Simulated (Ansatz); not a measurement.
The elements of this relaxed crystal are hidden behind letters.

```
lattice vectors (Å)
   0.0000    3.2780    3.2780
   3.2780    0.0000    3.2780
   3.2780    3.2780    0.0000
fractional positions
X 0.7500 0.7500 0.7500
X 0.5000 0.5000 0.5000
Z 0.1250 0.1250 0.6250
Z 0.1250 0.6250 0.1250
Z 0.6250 0.1250 0.1250
Z 0.1250 0.1250 0.1250
```

All numbers below come from Ansatz, DFT PBE, scalar-relativistic, plane waves, PAW. Settings of the last relaxation (6-atom cell): 420 eV, 10×10×10 k points, Gaussian smearing of 0.10 eV, collinear spin.

| Quantity | Value |
| --- | --- |
| Space group | Fd-3m (No. 227) |
| Conventional cell | a = 6.556 Å |
| Volume per atom | 11.74 Å³ |
| Density | 8.17 g/cm³ |
| Formation energy | +0.11 eV/atom |
| Gap on the 10×10×10 mesh of the 6-atom cell | 0 eV (a metal) |
| Net moment per atom | 1.38 μB |

Energies are uncorrected and count from the elements' standard states at the same level.

Problem. X is a d-block element of period 4 and Z is a d-block element of period 4. Which elements are they?

Solution. X = Fe, Z = Ni, so the formula is FeNi2, here in the cubic Laves (C15) type. Density times volume gives a mean mass of 8.17 × 11.74/1.6605 = 57.8 u per atom, and this set has 57.7 u. Fe has 12 Ni at 2.72 Å and 4 Fe at 2.84 Å; Ni has 6 Ni at 2.32 Å and 6 Fe at 2.72 Å. Other sets within the hints have nearly the same mass, so mass alone doesn't settle it; this one was computed.

The magnetic state reached may not be the lowest. A structure relaxed within its symmetry needn't be a true minimum.
